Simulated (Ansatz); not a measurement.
**SrVO3 — electric field gradients**

The cell is a COD entry, its atoms then relaxed with PBE in this cell.

```xyz
5
Lattice="3.8409 0.0000 0.0000 0.0000 3.8409 0.0000 0.0000 0.0000 3.8409" Properties=species:S:1:pos:R:3 pbc="T T T"
Sr    1.9204    1.9204    1.9204
V     0.0000    0.0000    0.0000
O     1.9204    0.0000    0.0000
O     0.0000    1.9204    0.0000
O     0.0000    0.0000    1.9204
```

Atoms are numbered from 1 in the order listed; like atoms form one site, named after its first atom.

Computed with Ansatz: DFT, PBE+U (U = 2.1 eV on V d), plane waves and PAW, scalar-relativistic, collinear spin, 420 eV cutoff, Γ-centred 9×9×9 k-points, Fermi–Dirac smearing 0.05 eV. Start moments as typed (μB): 1 on each V, none on the rest.

Conventions: |V_zz| ≥ |V_yy| ≥ |V_xx|, η = (V_xx − V_yy)/V_zz, C_Q = eQV_zz/h.

87Sr: I = 9/2, Q = 305.0 mb; 51V: I = 7/2, Q = -52.00 mb; 17O: I = 5/2, Q = -25.58 mb. Quadrupole moments are those of Pyykkö's year-2017 table.

Task: What field gradients does the calculation give at each kind of site?

Result: 

```tsv
site	atoms (order as listed)	first shell	V_xx, V_yy, V_zz (10²¹ V/m²)	η	C_Q (MHz)
Sr	1	12 O at 2.72 Å	0.00, 0.00, 0.00	–	0
V	2	6 O at 1.92 Å	0.00, 0.00, 0.00	–	0
O	3, 4, 5	2 V at 1.92 Å, angle 180°; also 4 Sr at 2.72 Å	-1.70, -1.70, 3.41	0.00	-2.11
```

An axis of threefold or higher order runs through O, so V_zz lies along it and η is zero. Sr and V sit on a cubic site, where every gradient vanishes.

At this cell the PBE+U pressure is 5 GPa, so with PBE+U the cell would grow if it were relaxed. The run finds no gap above 0.1 eV (a metal, or nearly one), so the gradients can move by 10 % or more with the k-mesh. All moments are parallel here, as the start or the cell imposes; many such compounds order antiparallel, where fields and spin densities carried over to other atoms largely cancel. The magnetic order is the one that the run reached from its start moments, not necessarily the measured one.

The run took 5.5 min of wall time (5.5 min of CPU time) and 0.94 GiB at its peak, on 1 thread of Arm Neoverse N1 (aarch64; 36 cores open to the job, memory cap 3.0 GiB, no GPU), a shared host with a load of 0.9 a core.
